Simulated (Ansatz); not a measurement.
A generator proposed this cell of Nb₂Te₂S.

```
Nb Te S
1.0
    -2.36293    2.36293    5.42843
     2.36293   -2.36293    5.42843
     2.36293    2.36293   -5.42843
Nb Te S
2 2 1
Direct
  0.62958 0.62958 0.00000
  0.37042 0.37042 0.00000
  0.75000 0.25000 0.50000
  0.25000 0.75000 0.50000
  0.00000 0.00000 0.00000
```

Level of theory: DFT PBE, scalar-relativistic, plane waves, PAW (Ansatz 0.2.0). Cutoff 420 eV; k points 6×6×6 on the computed 5-atom cell (Γ-centred); Gaussian smearing, width 0.10 eV; no spin polarisation.

The zero of energy is the elements' standard structures at the same level; no fitted shifts are applied.

Task: What does a single point on this coarse mesh give?

Result: The pressure is 5.6 GPa (the mean over three directions, positive in compression), the largest force is 3.34 eV/Å, and the energy is +0.50 eV/atom against the elements. The shortest distance is 2.70 Å.

Task: Is it a good guess?

Result: A fair one: relaxing gains about 0.13 eV/atom (the start's value is from the coarse mesh, so the gain is rough) in 9 ionic steps and ends at +0.37 eV/atom on the finer mesh. The symmetry stays I4/mmm (No. 139). The volume per atom grows by 1.5 %, from 24.2 to 24.6 Å³. The shortest distance goes from 2.70 Å (Nb–Te) to 2.50 Å (Nb–Nb). Conventional cell: a = 4.684 Å, c = 11.219 Å. Nb is surrounded by 1 Nb at 2.50 Å, 4 Te at 2.81 Å and 4 S at 3.54 Å; around Te lie 4 Nb at 2.81 Å, 4 Te at 3.31 Å and 4 S at 3.65 Å; S is surrounded by 8 Nb at 3.54 Å and 8 Te at 3.65 Å.

The last run used a 12×12×12 mesh for its 5-atom cell and Gaussian smearing of 0.10 eV. These runs have no spin–orbit coupling, which can matter for Te. The reference forms of S and Te are held partly by dispersion forces, which this level lacks. The relaxation can't lower the symmetry of the start, and the grade says only how near the guess is to its own end. A structure relaxed within its symmetry needn't be a true minimum. Another cell of Nb2Te2S relaxed alike, in P-3m1, lies 0.99 eV/atom lower, so this cell isn't the stable form at this level.
